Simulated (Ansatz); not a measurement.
Question: Each is relaxed and computed with r²SCAN in the plane-wave PAW code Ansatz. Which is the only metal?
(A) SiO2, P3_121 (Si on 3a, O on 6c)
(B) CoSi, P2_13 (Co on 4a, Si on 4a)
(C) SiC, zinc blende
(D) In2Si2O7, C2/m (Pearson symbol mS22)

Answer: B, CoSi, P2_13 (Co on 4a, Si on 4a). CoSi: metal; SiC: gap 1.71 eV (indirect); SiO2: gap 6.60 eV (indirect); In2Si2O7: gap 3.63 eV (direct). Standing as an ambient phase not checked: In2Si2O7, C2/m (Pearson symbol mS22). All cells were relaxed under the symmetry of their starts (and spin orders); stability against distortions was not tested throughout. Rows with no word on spin ran without spin polarisation. Spin–orbit coupling is left out wherever it is not named.

Potentials: the later of the program's two PAW sets.
